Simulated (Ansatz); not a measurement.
Level of theory: DFT PBE, scalar-relativistic, plane waves, PAW in Ansatz. Settings: cutoff 420 eV, Γ-centred meshes spaced at most about 0.3 Å⁻¹, and about 0.25 Å⁻¹ or finer for metals (2π included), Gaussian smearing. No spin polarisation in the final relaxations.

Temperature and zero-point effects are left out. All come from trial cells, and lower structures may exist.

Question: Which of these relaxed structures of PtSeS4 is the lowest in energy?
A.

```cif
data_structure
_symmetry_space_group_name_H-M 'I422'
_symmetry_Int_Tables_number 97
_cell_length_a 5.7228
_cell_length_b 5.7228
_cell_length_c 6.6877
_cell_angle_alpha 90.000
_cell_angle_beta 90.000
_cell_angle_gamma 90.000
_cell_volume 219.03
loop_
_atom_site_label
_atom_site_type_symbol
_atom_site_symmetry_multiplicity
_atom_site_Wyckoff_symbol
_atom_site_fract_x
_atom_site_fract_y
_atom_site_fract_z
_atom_site_occupancy
Pt1 Pt 2 a 0.00000 0.00000 0.00000 1
Se1 Se 2 b 0.00000 0.00000 0.50000 1
S1 S 8 j 0.12374 0.62374 0.25000 1
```

B.

```cif
data_structure
_symmetry_space_group_name_H-M 'P-3m1'
_symmetry_Int_Tables_number 164
_cell_length_a 3.5789
_cell_length_b 3.5789
_cell_length_c 12.9970
_cell_angle_alpha 90.000
_cell_angle_beta 90.000
_cell_angle_gamma 120.000
_cell_volume 144.17
loop_
_atom_site_label
_atom_site_type_symbol
_atom_site_symmetry_multiplicity
_atom_site_Wyckoff_symbol
_atom_site_fract_x
_atom_site_fract_y
_atom_site_fract_z
_atom_site_occupancy
Pt1 Pt 1 b 0.00000 0.00000 0.50000 1
Se1 Se 1 a 0.00000 0.00000 0.00000 1
S1 S 2 d 0.66667 0.33333 0.59433 1
S2 S 2 d 0.66667 0.33333 0.11260 1
```

C.

```cif
data_structure
_symmetry_space_group_name_H-M 'P4/mmm'
_symmetry_Int_Tables_number 123
_cell_length_a 4.3062
_cell_length_b 4.3062
_cell_length_c 6.2550
_cell_angle_alpha 90.000
_cell_angle_beta 90.000
_cell_angle_gamma 90.000
_cell_volume 115.99
loop_
_atom_site_label
_atom_site_type_symbol
_atom_site_symmetry_multiplicity
_atom_site_Wyckoff_symbol
_atom_site_fract_x
_atom_site_fract_y
_atom_site_fract_z
_atom_site_occupancy
Pt1 Pt 1 d 0.50000 0.50000 0.50000 1
Se1 Se 1 a 0.00000 0.00000 0.00000 1
S1 S 4 i 0.50000 0.00000 0.73401 1
```

D.

```cif
data_structure
_symmetry_space_group_name_H-M 'I-42m'
_symmetry_Int_Tables_number 121
_cell_length_a 5.7792
_cell_length_b 5.7792
_cell_length_c 11.0141
_cell_angle_alpha 90.000
_cell_angle_beta 90.000
_cell_angle_gamma 90.000
_cell_volume 367.87
loop_
_atom_site_label
_atom_site_type_symbol
_atom_site_symmetry_multiplicity
_atom_site_Wyckoff_symbol
_atom_site_fract_x
_atom_site_fract_y
_atom_site_fract_z
_atom_site_occupancy
Pt1 Pt 2 b 0.50000 0.50000 0.00000 1
Se1 Se 2 a 0.00000 0.00000 0.00000 1
S1 S 8 i 0.76088 0.76088 0.40094 1
```

Answer: B. It has space group P-3m1 (No. 164); the next, D, with space group I-42m (No. 121), lies 0.41 eV/atom higher. Counting S or Se atoms around Pt (for each partner element, those within 1.25 times its shortest distance or 1.15 times the sum of covalent radii, where it is the nearest in units of that sum or under 1.3), the lowest has Pt 6 and the next has Pt 4.

Weakly bound directions are ill-defined at this level, which has no dispersion term (P-3m1, I-42m), and this can change margins and order among such cells. These runs have no spin–orbit coupling, which can matter for Pt. Cells relaxed within their symmetry can be saddle points. Some candidate types were left out of the draw beforehand, so a known form may be missing.
